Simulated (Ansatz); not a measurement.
**4 guesses for Sn2Te3Pt and where they end**

These are results of Ansatz 0.2.0, DFT PBE, scalar-relativistic, plane waves, PAW, not measurements. All cells share a 420 eV cutoff and Γ-centred k meshes spaced at most about 0.3 Å⁻¹ (about 0.25 or finer for metals, 2π included). No spin polarisation in the final relaxations.

Each guess was relaxed in cell and atoms at zero pressure, within the symmetry of its start. Temperature and zero-point effects are left out. Coordination counts Te atoms around Pt and Sn (those within 1.25 times the shortest such distance or 1.15 times the sum of covalent radii; the shortest distance is added where it is long for a bond).

| guess | made from | start group | V start (Å³/atom) | end group | V end (Å³/atom) | coordination at the end | gap on mesh (eV) | E over the lowest end (meV/atom) |
| --- | --- | --- | --- | --- | --- | --- | --- | --- |
| 1 | Li3Tl2Cd type | P4/mmm | 28.0 | P4/mmm | 25.9 | Sn 8 from 3.3 Å, Pt 8 | 0 | 107 |
| 2 | Er2Al3Co type | R-3m | 30.3 | R-3m | 29.8 | Sn 3, Pt 6 | 0 | 0 |
| 3 | random cell | P4/mmm | 35.6 | ? | ? | ? | ? | ? |
| 4 | LaAl2Ag3 type | P6/mmm | 29.6 | P6/mmm | 30.7 | Sn 6 from 3.6 Å, Pt 12 from 4.3 Å | 0 | 481 |

Guess 3 as it starts:

```
Sn Te Pt
1.0
     6.36859    0.00000    0.00000
     0.00000    6.36859    0.00000
     0.00000    0.00000    5.27128
Sn Te Pt
2 3 1
Direct
  0.00000 0.50000 0.50000
  0.50000 0.00000 0.50000
  0.00000 0.00000 0.50000
  0.50000 0.50000 0.00000
  0.00000 0.00000 0.00000
  0.50000 0.50000 0.50000
```

Question: Predict the end of this guess and its energy over the lowest end.

Answer: It ends in space group P4/mmm (No. 123), with a = 5.836 Å, c = 5.667 Å, 32.2 Å³/atom and no gap. It lies 197 meV/atom over the lowest end, above guess 1 and below guess 4. Counting Te atoms around Pt and Sn, this end has Sn 2, Pt 2 and the lowest (guess 2) has Sn 3, Pt 6. This end holds Te–Te chains (shortest 2.83 Å); in the lowest (guess 2) the shortest Te–Te distance is 3.84 Å.

```
CELL_PARAMETERS angstrom
5.83627 0.00000 0.00000
0.00000 5.83627 0.00000
0.00000 0.00000 5.66724
ATOMIC_POSITIONS crystal
Sn 0.00000 0.50000 0.50000
Sn 0.50000 0.00000 0.50000
Te 0.00000 0.00000 0.50000
Te 0.50000 0.50000 0.00000
Te 0.00000 0.00000 0.00000
Pt 0.50000 0.50000 0.50000
```

Energies over the elements count from the elements' standard structures at the same level, with no fitted energy shifts. The references include grey tin.

Question: Is the lowest end bound against the elements?

Answer: Too close to call: its formation energy is 0.00 eV/atom. The formation energy is too near zero to say whether this cell lies below the elements.

These runs have no spin–orbit coupling, which can matter for Pt and Te. The reference form of Te is held partly by dispersion forces, which this level lacks. Cells relaxed within their symmetry can be saddle points. A lower structure may well exist outside this small set. Some candidate types were left out of the draw beforehand, so a known form may be missing.
